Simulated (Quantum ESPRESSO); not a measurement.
## Si7As (a curve over strain)

A calculation, not a measurement. The program is pw.x of Quantum ESPRESSO 7.5 (plane-wave density functional theory). The cell is made up: 8 atoms on a zincblende/diamond lattice, with randomly drawn elements, strain and displacements, not relaxed. PseudoDojo standard norm-conserving files (v0.5 for PBE, v0.4.1 for LDA and PBEsol) set the functional; there is no spin polarisation, spin-orbit coupling or dispersion term, and the masses in the input are unused placeholders. A spin-polarised start on this cell or one of its family kept no moment.

Seven runs add a strain to one cell (the same along x and y); the atoms follow the cell and are not relaxed. Stress in the table is positive in tension.

Input of the run at +0.0015:

```
&control calculation='scf', pseudo_dir='./dojo.nc.sr.pbe.v0_5.standard.upf', outdir='./o', disk_io='medium', tprnfor=.true., tstress=.true. /
&system ibrav=0, nat=8, ntyp=2, nbnd=32, ecutwfc=84.00895049, nosym=.true., tot_charge=0,
 occupations='smearing', smearing='fd', degauss=0.0073498644
/
&electrons conv_thr=7.350e-09, electron_maxstep=60, /
ATOMIC_SPECIES
As 1.0 As.upf
Si 1.0 Si.upf
CELL_PARAMETERS angstrom
5.4583 0.0309 -0.0106
0.0309 5.4403 0.0827
-0.0106 0.0828 5.4324
ATOMIC_POSITIONS angstrom
Si -0.0423 0.1377 -0.0706
Si -0.0732 2.7487 2.697
Si 2.6732 0.1506 2.7001
Si 2.8192 2.7869 0.005
As 1.2511 1.438 1.4281
Si 1.42 4.1769 4.2437
Si 4.1111 1.4495 4.0369
Si 4.1347 4.2002 1.4535
K_POINTS automatic
6 6 6 1 1 1
```

| added strain | free energy less that of the input shown (eV) | stress xx (GPa) | stress yy (GPa) | stress zz (GPa) | stress xy (GPa) | pressure (GPa) | iterations |
| --- | --- | --- | --- | --- | --- | --- | --- |
| -0.0211 | 0.2641 | -8.97 | -8.07 | -7.58 | 5.64 | 8.21 | 10 |
| -0.0173 | 0.2039 | -8.03 | -7.14 | -6.84 | 5.48 | 7.34 | 10 |
| -0.0119 | 0.1299 | -6.75 | -5.87 | -5.83 | 5.26 | 6.15 | 10 |
| -0.0052 | 0.0554 | -5.25 | -4.37 | -4.66 | 5.00 | 4.76 | 10 |
| -0.0018 | 0.0250 | -4.53 | -3.65 | -4.09 | 4.87 | 4.09 | 10 |
| +0.0015 | 0.0000 | -3.85 | -2.98 | -3.56 | 4.75 | 3.46 | 10 |
| +0.0206 | -0.0616 | -0.32 | 0.54 | -0.85 | 4.12 | 0.21 | 10 |

A cubic fit gives a slope of stress xx against the added strain of 206 GPa at zero added strain, with the atoms clamped. Across the table the free energy follows the integral of the stress to within 0.7 meV. A rerun of one of the cells at 1437 eV and a 8 x 8 x 8 mesh moved values by no more than 0.010 eV in energy, 0.13 GPa in stress and 0.019 eV/Å in force.